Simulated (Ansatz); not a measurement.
## Equation of state of Ca₅Au₂

A database entry relaxed whole under r2SCAN (C2/c):

```
Ca Au
1.0
     8.40308   -3.45109   -0.02359
     8.40308    3.45109   -0.02359
    -0.99743    0.00000    7.64637
Ca Au
10 4
Cartesian
  8.1537 0.5155 1.8880
  7.6550 -0.5155 5.7112
  11.7511 0.5403 2.3881
  4.5564 0.5403 1.3879
  4.0577 -0.5403 5.2111
  11.2524 -0.5403 6.2113
  9.5105 -2.7136 3.1923
  6.7970 -2.7136 0.5837
  6.2983 2.7136 4.4069
  9.0117 2.7136 7.0155
  10.1742 -1.4450 0.5883
  6.1332 -1.4450 3.1877
  5.6345 1.4450 7.0109
  9.6755 1.4450 4.4115
```

The cell was scaled uniformly, its shape held, and the atoms relaxed at each volume with plane-wave PAW DFT (Ansatz 0.2.0; r2SCAN, 500 eV, 5×5×4 Γ-centred mesh, fermi-dirac occupations of width 0.100 eV; no spin, no spin-orbit coupling). One row is withheld.

| volume (Å³/atom) | energy over the lowest (meV/atom) | pressure (GPa) |
| --- | --- | --- |
| 29.766 | 12.9 | 2.26 |
| 30.399 | 5.6 | 1.44 |
| 31.033 | 1.4 | 0.70 |
| 31.666 | 0.0 | 0.02 |
| 32.299 | ? | ? |
| 32.933 | 4.5 | -1.13 |
| 33.566 | 9.9 | -1.63 |

Q: Fit the pressures of the other rows to the third-order Birch-Murnaghan form.

A: With f = [(V₀/V)^(2/3) − 1]/2 and P = 3B₀f(1 + 2f)^(5/2)[1 + 3(B₀′ − 4)f/2], least squares gives V₀ = 31.69 Å³ an atom, B₀ = 31.8 GPa and B₀′ = 4.1; the rows miss the fit by less than 0.01 GPa. The slope of the energies differs from these pressures by less than 0.05 GPa.

Q: What does the withheld row hold?

A: The fit gives -0.58 GPa at 32.299 Å³; the run gave -0.58 GPa and 1.1 meV an atom.

Caveats: the shape of the cell was held, so B₀ is an upper bound where the axes differ in stiffness; 0 K, fixed nuclei; the symmetry was kept, and this need not be the phase that is stable at 0 K; one mesh for all volumes; every run is gapless at this level; pressure is positive in compression.
